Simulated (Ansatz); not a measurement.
**Ta: energy along a strain**

Ta, Im-3m, a = 3.303 Å (as given, not relaxed at this level: -3.8 GPa). Ansatz: PBEsol, PAW, 420 eV, Γ-centred 20×20×20 mesh on 1 atom, Gaussian smearing 0.15 eV; no spin polarisation. Cell vectors (Å): -1.651 1.651 1.651; 1.651 -1.651 1.651; 1.651 1.651 -1.651. The cell is strained by x per cent times the pattern (1 0 0 0 0 0) in the order xx yy zz yz xz xy (engineering shears), with fractional coordinates held. y is the free energy over the start, V0 = 18.010 Å³/atom.

| x (%) | y (meV/atom) |
| --- | --- |
| -6.00 | ? |
| -4.50 | 14.93 |
| -3.00 | 2.07 |
| -1.50 | -2.75 |
| 0.00 | 0.00 |
| 1.50 | 9.77 |
| 3.00 | 25.84 |
| 4.50 | 47.49 |
| 5.25 | 60.20 |
| 6.00 | 74.07 |

Problem. Fit y = c1 x + c2 x² + c3 x³ to the other rows, get the stiffness along the pattern, and predict the missing energy.

Solution. Least squares on the rows shown. y = 4.2609 x + 1.5418 x² − 0.032260 x³. The clamped-ion stiffness p·C·p = 2 × 15.42 eV × 160.2 / 18.010 Å³ = 274 GPa, which is C11 in these axes (second derivative at the start, which stands under stress). At x = -6.00 the fit asked for gives 36.91 meV/atom. The run gave 36.12 meV/atom, so the fit is 0.79 meV/atom too high, 1 % of the span of the series, against an rms of 0.05 meV/atom on the fitted rows. The row lies outside the fitted range. With a term in x⁴ added, a fit to the same known rows predicts 36.36 meV/atom, so most of the miss is curvature that the known rows already hold.

Spin–orbit coupling is left out, which can shift energies with elements as heavy as these.